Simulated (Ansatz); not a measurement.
Input and command of a calculation in Ansatz (plane waves; scalar-relativistic PAW potentials unless the input names others):

```yaml
crystal:
  lattice:
    - [3.8679403878, 0.0, 0.0]
    - [0.0, 6.6994692723, 0.0]
    - [0.0, 0.0, 5.0774265041]
  atoms:
    - { symbol: Si, position: [0.25, 0.6146319414, 0.2869929285] }
    - { symbol: Si, position: [0.75, 0.3853680586, 0.7130070715] }
    - { symbol: Si, position: [0.25, 0.8853680586, 0.7869929285] }
    - { symbol: Si, position: [0.75, 0.1146319414, 0.2130070715] }
    - { symbol: Ni, position: [0.25, 0.2961226572, 0.4594187864] }
    - { symbol: Ni, position: [0.75, 0.7038773428, 0.5405812136] }
    - { symbol: Ni, position: [0.25, 0.2038773428, 0.9594187864] }
    - { symbol: Ni, position: [0.75, 0.7961226572, 0.0405812136] }
    - { symbol: Ni, position: [0.25, 0.9396510481, 0.3306369544] }
    - { symbol: Ni, position: [0.75, 0.0603489519, 0.6693630456] }
    - { symbol: Ni, position: [0.25, 0.5603489519, 0.8306369544] }
    - { symbol: Ni, position: [0.75, 0.4396510481, 0.1693630456] }
basis:
  ecutwfc: 420
kpoints:
  mp_grid: { grid: [9, 5, 7] }
hamiltonian:
  xc: pbe
scf:
  occupations: { method: tetrahedron }
  lower_state_search: "off"
output:
  forces: true
  eigenvalues: true
  stress: true
relax:
  adjacent_minimum: "off"
  f_tol: 0.01
  max_steps: 50
  cell: { fix: [a, b, gamma], stress_tol: 0.1 }
```

```bash
ansatz run input.yaml --threads 8 --pin off --max-ram 20480MiB --backend cpu --events-out ev --progress --plain --runs-dir out
```

Abridged log:
```
Warning: relax: with tetrahedron occupations the Hellmann–Feynman forces and the energy need not agree along the walk (scf.occupations.method in the input reference, under Limitations); prefer a smearing scheme for the relaxation and re-run the relaxed geometry with tetrahedron occupations for the final energies/DOS
Warning: output.forces, output.stress, relax.cell or npt_langevin: where a Kohn–Sham band that disperses or a degenerate level is filled in part under the method tetrahedron, the forces or the stress that this run publishes need not agree with its energy (scf.occupations.method in the input reference, under Limitations); prefer a smearing scheme for the forces or the stress
Pseudopotentials: kind: paw
Pseudopotential: Si, paw, valence charge 4, recommended cutoff 420 eV (normal)
Pseudopotential: Ni, paw, valence charge 18, recommended cutoff 420 eV (normal)
Functional definition: PBE
Crystal: 12 atoms, lattice volume = 131.572 Å³
Basis set: ecut = 420 eV, 2575 PW (Γ), exchange–correlation on 54×90×72 points (8 copies of the dense FFT grid, shifted against one another)
Bands: 96, of which v1, the nominal top of the filled ones, is band 80 counted from 1 (79 counted from 0)
Symmetry: 8 space group operations
Space group: Pnma (ITA 62), of the structure as read, at distance tolerance 5.1e-5 Å
k-points: 60 of 315
Initial density: superposition of atomic densities (neutral atoms: chi_scale 0, normalization atom), corrected by the library's trained network
Initial wavefunctions: pseudopotential atomic-orbital guess
Functional: x = pbe(κ = 0.804, μ = 0.21951497), c = pbe(β = 0.06672455)
SCF iter   1: F=—  HF=-49267.162763 eV  |F-HF|=—  |Δ(HF+E_count)|=         —  Δρ=8.70e-3  dr2=6.07e-2  ethr=1.77e-3  ⟨swp⟩=6.0  Hψ=21343  notcnv=0  defer=1
SCF iter   2: F=—  HF=-49267.177303 eV  |F-HF|=—  |Δ(HF+E_count)|=   1.45e-2  Δρ=1.71e-2  dr2=2.74e-1  ethr=3.80e-5  ⟨swp⟩=3.0  Hψ=12245  notcnv=0  defer=508
SCF iter   3: F=—  HF=-49267.158101 eV  |F-HF|=—  |Δ(HF+E_count)|=   1.92e-2  Δρ=3.56e-3  dr2=1.08e-2  ethr=3.80e-5  ⟨swp⟩=3.0  Hψ=8384  notcnv=0  defer=508
SCF iter   4: F=—  HF=-49267.157790 eV  |F-HF|=—  |Δ(HF+E_count)|=   3.11e-4  Δρ=5.64e-4  dr2=2.13e-4  ethr=6.75e-6  ⟨swp⟩=2.0  Hψ=6061  notcnv=0  defer=508
SCF iter   5: F=—  HF=-49267.157852 eV  |F-HF|=—  |Δ(HF+E_count)|=   6.22e-5  Δρ=4.66e-4  dr2=2.14e-4  ethr=1.33e-7  ⟨swp⟩=2.0  Hψ=8713  notcnv=0  defer=508
SCF iter   6: F=—  HF=-49267.157830 eV  |F-HF|=—  |Δ(HF+E_count)|=   2.18e-5  Δρ=1.12e-4  dr2=1.20e-5  ethr=1.33e-7  ⟨swp⟩=2.0  Hψ=6758  notcnv=0  defer=508
SCF iter   7: F=—  HF=-49267.157816 eV  |F-HF|=—  |Δ(HF+E_count)|=   1.42e-5  Δρ=1.38e-4  dr2=1.81e-5  ethr=7.47e-9  ⟨swp⟩=2.4  Hψ=8520  notcnv=0  defer=508
SCF iter   8: F=—  HF=-49267.157816 eV  |F-HF|=—  |Δ(HF+E_count)|=   2.75e-7  Δρ=2.14e-5  dr2=5.01e-7  ethr=7.47e-9  ⟨swp⟩=2.0  Hψ=7627  notcnv=0  defer=508
   ...
SCF iter   8: F=—  HF=-49267.244680 eV  |F-HF|=—  |Δ(HF+E_count)|=   3.36e-7  Δρ=4.43e-6  dr2=2.10e-8  ethr=2.63e-10  ⟨swp⟩=2.1  Hψ=6649  notcnv=0
   ...
SCF iter   3: F=—  HF=-49267.244757 eV  |F-HF|=—  |Δ(HF+E_count)|=   2.88e-5  Δρ=3.90e-5  dr2=1.40e-6  ethr=2.00e-10  ⟨swp⟩=3.0  Hψ=11085  notcnv=0  recentre
SCF iter   4: F=—  HF=-49267.244756 eV  |F-HF|=—  |Δ(HF+E_count)|=   1.05e-6  Δρ=6.14e-6  dr2=3.34e-8  ethr=2.00e-10  ⟨swp⟩=3.0  Hψ=9772  notcnv=0
SCF iter   5: F=-49267.244756 eV  HF=-49267.244756 eV  |F-HF|=8.73e-11  |Δ(HF+E_count)|=   4.09e-8  Δρ=5.29e-7  dr2=1.65e-10  ethr=1.00e-12  ⟨swp⟩=4.0  Hψ=26639  notcnv=0
SCF 6 converged in 5 iterations: F = -49267.244756 eV  dr2 = 1.65e-10
SCF converged after 5 iterations
Stability not checked: this state was not tested for a lower state beside it, because cold or Methfessel-Paxton smearing, or corrected tetrahedra, fill the levels in a way that the test cannot read (fill_not_monotonic; see scf.lower_state_search)
Free energy (F): -49267.244756 eV
Harris-Foulkes:  -49267.244756 eV  (|F-HF|=8.73e-11)
Internal energy: -49267.244513 eV  (E = F + TS)
E sigma→0 (E₀):  -49267.244756 eV
Entropy (-TS):   -0.000243 eV (-0.020 meV/atom)
Fermi energy:    17.075479 eV
--- Forces (eV/Å), atoms counted from 1 ---
  atom   1  Si     0.00000000    -0.00001596     0.00010042
  atom   2  Si     0.00000000     0.00001596    -0.00010042
  atom   3  Si     0.00000000     0.00001596     0.00010042
  atom   4  Si     0.00000000    -0.00001596    -0.00010042
  atom   5  Ni     0.00000000     0.00324891     0.00018089
  atom   6  Ni     0.00000000    -0.00324891    -0.00018089
  atom   7  Ni     0.00000000    -0.00324891     0.00018089
  atom   8  Ni     0.00000000     0.00324891    -0.00018089
  atom   9  Ni     0.00000000    -0.00661061     0.00158171
  atom  10  Ni     0.00000000     0.00661061    -0.00158171
  atom  11  Ni     0.00000000     0.00661061     0.00158171
  atom  12  Ni     0.00000000    -0.00661061    -0.00158171
--- Stress (GPa, compression-positive) ---
       -4.691792       0.000000       0.000000
        0.000000      11.657516       0.000000
        0.000000       0.000000      -0.042875
  P = ⅓ Tr σ = 2.3076 GPa (23.076 kbar)
--- Relaxed structure (5 steps of the walk, 5 accepted, 1 SCFs on fresh bases) ---
  F+E_penalty+E_count = -49267.24475589 eV   max|allowed force component| = 6.611e-3 eV/Å   (the final SCF, on the basis selected at the relaxed cell)
  cell:  # Å, volume = 131.8133 Å³
    - [3.8679403878, -1.03171100e-113, 0.0]
    - [-1.78697588e-113, 6.6994692723, 0.0]
    - [0.0, 0.0, 5.08673271]
  atoms:
    - { symbol: Si, position: [0.25, 0.60390051, 0.27966844] }
    - { symbol: Si, position: [0.75, 0.39609948, 0.72033155] }
    - { symbol: Si, position: [0.25, 0.89609948, 0.77966844] }
    - { symbol: Si, position: [0.75, 0.10390051, 0.22033155] }
    - { symbol: Ni, position: [0.25, 0.29226571, 0.47387328] }
    - { symbol: Ni, position: [0.75, 0.70773428, 0.52612671] }
    - { symbol: Ni, position: [0.25, 0.20773428, 0.97387328] }
    - { symbol: Ni, position: [0.75, 0.79226571, 0.02612671] }
    - { symbol: Ni, position: [0.25, 0.93492290, 0.32581036] }
    - { symbol: Ni, position: [0.75, 0.06507709, 0.67418963] }
    - { symbol: Ni, position: [0.25, 0.56507709, 0.82581036] }
    - { symbol: Ni, position: [0.75, 0.43492290, 0.17418963] }
```

Apart from outputs and empty bands, the input differs from a reference run on usual settings in scf.lower_state_search: not typed → "off"; scf.occupations.width: 0.1 → not typed; scf.occupations.method: "gaussian" → "tetrahedron". The reference, at the same start, ended its own course with a relaxed volume of 10.99 Å³/atom, pressure 2.28 GPa, largest force 0.006 eV/Å, no gap on the mesh. This run converged in 60 SCF iterations over all its steps (reference: 41) with an energy at zero smearing 1.06 meV/atom below the reference's, a relaxed volume of 10.98 Å³/atom, pressure 2.31 GPa, largest force 0.007 eV/Å, no gap on the mesh.

It took 53 s on 8 threads of Intel(R) Xeon(R) Platinum 8488C (Sapphire Rapids), with other jobs on the host, peak memory 1.3 GiB.